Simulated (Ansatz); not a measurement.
Consider the following.

CdTe:
```yaml
crystal:
  lattice:
    - [3.76935, 0.00000, 0.00000]
    - [0.00000, 3.76935, 0.00000]
    - [0.00000, 0.00000, 3.76935]
  atoms:
    - { symbol: Cd, position: [0.00000, 0.00000, 0.00000] }
    - { symbol: Te, position: [0.50000, 0.50000, 0.50000] }
```

This is the r²SCAN-relaxed structure.

### Question
All from DFT-r²SCAN in the program Ansatz with PAW potentials, unless another level is named. Give the electronic character.

### Answer
metallic (no gap).

### Question
And the density of states at the Fermi level?

### Answer
0.80 states/eV per atom (mean over ±0.08 eV).

### Question
Give the formation energy from the elements (no fitted shifts).

### Answer
0.068 eV/atom.

### Question
Next, the gap with spin–orbit coupling?

### Answer
none (metallic).

Space group Pm-3m (CsCl type). The start of the workflow was typed in or built on a structure type; neither database checked (COD, Materials Project) lists it. It is not the phase usual at ambient conditions (space group No. 216). The cell was relaxed with r²SCAN under the symmetry of its start. At this level the phase is mechanically unstable. The volume moved by 17 % from the start of the relaxation. The references are the lowest solids computed at this level, not always the standard phases. Spin–orbit coupling is left out wherever it is not named.

Potentials: the earlier of the program's two PAW sets.
